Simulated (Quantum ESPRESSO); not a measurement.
## Mo5W3 (a guest atom moved from site to site)

A calculation, not a measurement. The program is pw.x of Quantum ESPRESSO 7.5 (plane-wave density functional theory). The cell is made up: eight metal atoms on a hexagonal close-packed lattice, with elements, volume, strain and displacements drawn at random and not relaxed, so it may be unstable or far from any real phase. PseudoDojo standard norm-conserving files set the functional (PBE unless stated); there is no spin polarisation or spin-orbit coupling, the Fermi-Dirac width of 0.25 eV means electrons at about 2900 K, and the masses in the input are unused placeholders. Heavy elements are run without spin-orbit coupling, which real alloys of them have. A spin test at this wide smearing found no moment, but such smearing suppresses magnetism that the real alloy may have.

The runs move one W atom among sites that otherwise hold Mo. Cell, positions, cutoff, mesh and smearing stay as in the input of run 1; sites are counted in its order. Stress in the tables is positive in tension.

Input of run 1:

```
&control calculation='scf', pseudo_dir='./dojo.nc.sr.pbe.v0_5.standard.upf', outdir='./o', disk_io='minimal', tprnfor=.true., tstress=.true. /
&system ibrav=0, nat=8, ntyp=2, nbnd=74, ecutwfc=79.96652505, nosym=.true., tot_charge=0,
 occupations='smearing', smearing='fd', degauss=0.0183746611
/
&electrons conv_thr=1.470e-08, electron_maxstep=70, mixing_beta=0.5 /
ATOMIC_SPECIES
Mo 1.0 Mo.upf
W 1.0 W.upf
CELL_PARAMETERS angstrom
0.0294 0.0346 4.7907
5.6769 -0.0242 0.0352
-2.8594 4.8372 0.0183
ATOMIC_POSITIONS angstrom
Mo -0.0218 0.0098 0.0178
W -1.4098 2.419 0.0185
Mo 2.862 0.0353 0.0315
Mo 1.3838 2.5186 0.0111
Mo 0.0224 1.59 2.4472
W -1.4136 4.025 2.4124
Mo 2.7908 1.609 2.4104
W 1.3749 4.0091 2.4255
K_POINTS automatic
5 5 5 1 1 1
```

| run | elements on sites 1 to 8 | free energy less that of run 1 (eV) | -TS (eV) | pressure (GPa) | stress xx (GPa) | stress yy (GPa) | stress zz (GPa) | stress yz (GPa) | stress xz (GPa) | stress xy (GPa) | iterations |
| --- | --- | --- | --- | --- | --- | --- | --- | --- | --- | --- | --- |
| 1 | Mo W Mo Mo Mo W Mo W | 0.000 | -2.148 | -0.85 | 1.35 | 2.56 | -1.36 | -0.87 | -0.31 | 0.90 | 18 |
| 2 | Mo Mo W Mo Mo W Mo W | -0.011 | -2.146 | -0.79 | 1.38 | 2.45 | -1.45 | -0.85 | -0.30 | 0.94 | 19 |
| 3 | Mo Mo Mo W Mo W Mo W | 0.004 | -2.146 | -0.77 | 1.36 | 2.43 | -1.48 | -0.86 | -0.32 | 0.88 | 18 |
| 4 | Mo Mo Mo Mo Mo W W W | -0.006 | -2.154 | -0.79 | 1.36 | 2.50 | -1.50 | -0.88 | -0.32 | 0.96 | 18 |

Forces Fx Fy Fz (eV/Å):

| site | run 1 | run 2 | run 3 | run 4 |
| --- | --- | --- | --- | --- |
| 1 | 0.67 0.02 -0.03 | 0.69 0.09 -0.05 | 0.76 0.06 -0.03 | 0.67 0.04 -0.03 |
| 2 | -0.15 0.14 -0.01 | -0.10 0.11 -0.02 | -0.17 0.16 -0.01 | -0.17 0.08 -0.02 |
| 3 | -0.61 0.22 -0.25 | -0.65 0.27 -0.27 | -0.69 0.26 -0.25 | -0.58 0.29 -0.26 |
| 4 | 0.28 -0.61 0.06 | 0.24 -0.68 0.06 | 0.27 -0.68 0.08 | 0.28 -0.63 0.07 |
| 5 | -0.54 -0.04 -0.22 | -0.52 -0.06 -0.19 | -0.48 -0.06 -0.22 | -0.55 -0.11 -0.20 |
| 6 | -0.34 -0.25 0.17 | -0.28 -0.18 0.17 | -0.33 -0.19 0.16 | -0.38 -0.18 0.17 |
| 7 | 0.47 0.19 0.15 | 0.42 0.13 0.14 | 0.40 0.15 0.14 | 0.46 0.15 0.15 |
| 8 | 0.23 0.33 0.13 | 0.19 0.33 0.14 | 0.23 0.31 0.13 | 0.27 0.36 0.13 |

The sites are displaced and not relaxed, so the energy differences mix bonding between neighbours with strain and are not ordering energies. A rerun of one cell of this series at a higher cutoff and on a denser mesh moved values by no more than 0.010 eV in energy, 0.11 GPa in stress and 0.015 eV/Å in force, and a second program with other atomic files agreed on that cell to 2 % rms in force and 0.5 GPa in pressure.